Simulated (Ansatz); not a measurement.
## GeSb2Te4 (I-4m2), a vibration from a frozen displacement

Level of theory: Ansatz 0.2.0, DFT PBE, scalar-relativistic, plane waves, PAW. Settings: plane waves to 420 eV, k-mesh 10×10×10 (Γ-centred), Gaussian smearing 0.15 eV. Spin–orbit coupling is left out, which matters for the heavy elements here. No spin polarisation. Energies are free energies at this smearing, counted from the undisturbed cell; pressure is positive in compression.

The undisturbed cell (relaxed at this level; it needn't be the usual structure):

```yaml
crystal:
  lattice:
    - [-3.05836, 3.05836, 6.06589]
    - [3.05836, -3.05836, 6.06589]
    - [3.05836, 3.05836, -6.06589]
  atoms:
    - { symbol: Ge, position: [0.00000, 0.00000, 0.00000] }
    - { symbol: Sb, position: [0.50000, 0.50000, 0.00000] }
    - { symbol: Sb, position: [0.25000, 0.75000, 0.50000] }
    - { symbol: Te, position: [0.50348, 0.00348, 0.50000] }
    - { symbol: Te, position: [0.24616, 0.24616, 0.00000] }
    - { symbol: Te, position: [0.99652, 0.49652, 0.50000] }
    - { symbol: Te, position: [0.75384, 0.75384, 0.00000] }
```

Every Te atom is moved by x along the Cartesian unit vector (0.000, -1.000, -0.014); the cell and all other atoms stay fixed. The cell's volume is 226.95 Å³; the moved atoms weigh 510.400 u together and the others 316.150 u.

| x (Å) | ΔE (meV/cell) | total force on the moved atoms along the move (eV/Å) | pressure (GPa) |
| --- | --- | --- | --- |
| -0.1000 | -17.69 | -0.3009 | 0.1817 |
| -0.0500 | -4.92 | -0.1901 | 0.0702 |
| 0.0000 | 0.00 | 0.0000 | 0.0335 |
| 0.0250 | -1.26 | 0.1001 | 0.0427 |
| 0.0750 | -10.61 | 0.2604 | 0.1165 |

Question: What frequency belongs to this motion?

Answer: The force constant is k = −dF/dx = -3.937 eV/Å², from the parabola through x = -0.0500, 0 and 0.0250. In every cell the moved atoms swing against the rest, so the mass is μ = m₁m₂/(m₁ + m₂) = 195.225 u, and ν̃ = 521.5 cm⁻¹ × √(|k|/μ) = 74i cm⁻¹. The pattern needn't be a normal mode: ν̃² is then a weighted mean of the squared nonzero frequencies at the zone centre of this cell, so it lies between the lowest and the highest of them, and at least one of them is imaginary.

Question: Where does the displacement stop?

Answer: Not within the scan: the energy still falls at its end, so along this line the minimum lies further out.

In a metal these slopes depend on the k mesh and the smearing.

Cost: 5 runs of about 44 core-minutes in all, on Intel Xeon Processor @ 2.50GHz (Skylake/Cascade Lake) (shared hosts).